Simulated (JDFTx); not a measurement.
```json
{
  "surface": "Hf(0001)",
  "bulk": "Hf, P6_3/mmc, lattice of mp-103 (not re-optimised)",
  "slab": "4 atoms in 4 planes, 1x1, 7.6 Å between the outermost planes",
  "in-plane cell": "3.192 × 3.192 Å, 8.83 Å²",
  "cell_height": "23.6 Å",
  "sampling": "8×8×1 k mesh, Fermi smearing 0.01 Ha, no spin polarisation"
}
```

Level of theory: PBE, GBRV ultrasoft potentials, plane waves to 20/100 Ha; code: a modified build of JDFTx. Vacuum. The outer atoms relax from bulk positions, keeping the cell's symmetry; the lattice is not PBE's own optimum in this code, and that strain can shift the moves by a few hundredths of an ångström. Input:

```
lattice \
  6.0327237346 -3.0163618673 0.0000000000 \
  0.0000000000 5.2244920096 0.0000000000 \
  0.0000000000 0.0000000000 44.5975365412
coords-type Lattice
ion Hf 0.6666666670 0.3333333330 -0.1603296610 1
ion Hf 0.3333333330 0.6666666670 -0.0534432200 0
ion Hf 0.6666666670 0.3333333330 0.0534432200 0
ion Hf 0.3333333330 0.6666666670 0.1603296610 1
ion-species pseudo/hf_pbe_v1.upf
elec-cutoff 20 100
elec-ex-corr gga-PBE
coulomb-interaction Slab 001
coulomb-truncation-embed 0 0 0
kpoint-folding 8 8 1
elec-smearing Fermi 0.01
lcao-params 10
elec-n-bands 34
electronic-scf nIterations 100 energyDiffThreshold 1e-07
ionic-minimize nIterations 10 energyDiffThreshold 1e-5 knormThreshold 4e-4
dump-name vac.$VAR
dump End State Ecomponents EigStats BandEigs Forces ElecDensity IonicPositions Fillings Kpoints Dtot
```

How far do the free atoms of the upper face move along the normal, and how much energy is released?

Hf (atom 4) -0.08 Å (positive: outward). The free energy falls by 0.027 eV per cell, 25 mJ/m².
